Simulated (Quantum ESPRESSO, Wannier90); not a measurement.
## TlBr (CsCl type), plane waves to Wannier functions

```
TlBr
1.0
    3.99991     0.00000     0.00000
    0.00000     3.99991     0.00000
    0.00000     0.00000     3.99991
Tl Br
1 1
Direct
  0.00000   0.00000   0.00000
  0.50000   0.50000   0.50000
```

Structure: Materials Project mp-22875, symmetrised, not relaxed again. COD (Crystallography Open Database) has an entry of this formula and space group (matched by these alone). Method: PBE plane waves in Quantum ESPRESSO 7.5 (PseudoDojo norm-conserving files, 49 Ry, no spin polarisation, no spin-orbit coupling), Bloch states on a 8×8×8 mesh through Γ, Wannier90 4.0.1. Density: 8×8×8 mesh, cold smearing 0.01 Ry. Spin-orbit coupling is left out although heavy elements are present.

Energies are relative to the valence-band maximum.

**Bands.** A Kohn-Sham gap of 1.90 eV opens above band 10. 3 filled groups are cut off by gaps; the highest, bands 7–10, spans -5.44 to 0.00 eV and is Br 4p 66 %, Tl 6s 23 %, Tl 6p 9 %.

**Valence functions.** The best of several starts gives 5 functions with Ω_total = 9.28 Å², 89 % of it gauge-invariant: 1 of 2.26 Å² at 0.00 Å from Tl; 4 of 1.76 Å² at 0.48 Å from Br.

**Model.** 8 functions (Tl sp, Br sp) from bands 1,7-20, frozen to 3.40 eV, reach Ω_I = 11.56 Å² and follow pw.x to 3.4 meV rms (states up to 2.9 eV relative to the valence-band maximum). Bands 2–6 (Tl 5d 100 %) lie between the kept ones and are excluded.

**Frozen window.** Edge, Ω_I and misfit go 0.4 eV, 11.17 Å², 47 meV; 2.9 eV, 11.43 Å², 5.1 meV; 3.4 eV, 11.56 Å², 3.4 meV. Ω_I never falls as the edge rises, since each frozen state takes freedom from the choice of the smoothest subspace. The edges under the compared range leave its upper states unfrozen, and their misfit is the largest.

**No window.** Without a frozen window Ω_I drops to 10.56 Å² while the misfit grows to 217 meV: a small spread is no proof of good bands.

**Outer window.** The setting "outer window to 9.34 eV" raises Ω_I to 13.77 Å², as fewer states are left to mix in, and the misfit goes to 1.9 meV.

**Stops.** With the frozen window to 7.40 eV the program stops (More states in the frozen window than target WFs). With the frozen window to 7.72 eV the program stops (More states in the frozen window than target WFs). With the outer window to 6.34 eV the program stops (Energy window contains fewer states than number of target WFs).
